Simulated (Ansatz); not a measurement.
Values for one crystal, relaxed and computed with DFT-r²SCAN in the program Ansatz with PAW potentials; other levels are named.

```yaml
volume_per_atom: 20.61 Å³
electronic_character: metallic (no gap)
Density of states at the Fermi level: 0.44 states/eV per atom (mean over ±0.08 eV)
Formation energy from the elements (no fitted shifts): -0.32 eV/atom
```

**Question.** Which of these materials gives this?
A) CaZn2, Imma (Ca on 4e, Zn on 8h)
B) YNi5, P6/mmm (Y on 1a, Ni on 3g, Ni on 2c)
C) SrPd5, P6/mmm (Sr on 1a, Pd on 2c, Pd on 3g)
D) MnNi3, Cu3Au type

**Answer.** A, CaZn2, Imma (Ca on 4e, Zn on 8h)

The workflow started from a Materials Project entry (that database holds measured and hypothetical structures alike); the Crystallography Open Database copy checked does not list it. Its standing as an ambient phase is unchecked. Symmetry was held in the r²SCAN relaxation; whether a distortion lowers the energy is not shown. The references are the lowest solids computed at this level, not always the standard phases.

Potentials: the later of the program's two PAW sets.
